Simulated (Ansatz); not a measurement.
The calculation used Ansatz 0.2.0, DFT PBE, scalar-relativistic, plane waves, PAW. All cells share a 420 eV cutoff and Γ-centred k meshes spaced at most about 0.3 Å⁻¹ (about 0.25 or finer for metals, 2π included). No spin polarisation in the final relaxations.

These are static total energies at zero pressure.

Two forms of LiSi2N2 were relaxed alike.

A.

```
CELL_PARAMETERS angstrom
-1.83100 1.83100 3.74364
1.83100 -1.83100 3.74364
1.83100 1.83100 -3.74364
ATOMIC_POSITIONS crystal
Li 0.00000 0.00000 0.00000
Si 0.33768 0.33768 0.00000
Si 0.66232 0.66232 0.00000
N 0.75000 0.25000 0.50000
N 0.25000 0.75000 0.50000
```

B.

```
CELL_PARAMETERS angstrom
4.93299 0.00000 0.00000
0.00000 2.88680 0.00000
-0.20980 0.00000 8.53387
ATOMIC_POSITIONS crystal
Li 0.46713 0.50000 0.02631
Li 0.01530 0.00000 0.00520
Si 0.82060 0.50000 0.27810
Si 0.32178 0.00000 0.27415
Si 0.67537 0.00000 0.59949
Si 0.18235 0.50000 0.74839
N 0.84548 0.50000 0.65562
N 0.35442 0.00000 0.67652
N 0.65932 0.00000 0.38292
N 0.15824 0.50000 0.35330
```

Question: Which is lower in energy, and by how much?

Answer: B is lower, by 0.37 eV/atom. A has space group I4/mmm (No. 139), 10.0 Å³/atom and no gap on its mesh; B has space group Pm (No. 6), 12.2 Å³/atom and a gap of 0.19 eV. The shortest distance is 1.95 Å (Si–N) in A and 1.73 Å (Si–N) in B. A holds Si–Si pairs (shortest 2.43 Å); in B the shortest Si–Si distance is 2.85 Å, near bonding range too. The lower one is the more open, so pressure narrows the difference. In A, Li has 2 Si at 2.53 Å, 8 N at 2.62 Å and 8 Si at 2.86 Å; around Si lie 4 N at 1.95 Å, 1 Si at 2.43 Å, 1 Li at 2.53 Å and 4 Li at 2.86 Å; around N lie 4 Si at 1.95 Å, 4 N at 2.59 Å and 4 Li at 2.62 Å. In B, around Li on its first site lie 2 Li at 2.66 Å, 4 Si at 2.67–2.73 Å, 2 Li at 2.89 Å and 2 Li at 3.07 Å; around Si on its first site lie 1 N at 1.77 Å, 2 N at 1.88 Å, 1 Li at 2.73 Å, 6 Si at 2.85–2.89 Å and 2 Li at 2.92 Å; N on its first site is surrounded by 3 Si at 1.73–1.82 Å, 9 N at 2.83–3.04 Å, 1 Si at 3.22 Å, 3 Si at 3.38–3.41 Å and 2 Li at 3.40 Å; 7 more sites not described. Both come from invented guesses.

Kohn–Sham gaps at this level usually fall short of measured ones. In I4/mmm an odd number of electrons in the primitive cell allows no gap without spin; a larger cell or a magnetic state could open one. Cells relaxed within their symmetry can be saddle points; a later kick test found a lower structure for LiSi2N2 I4/mmm.
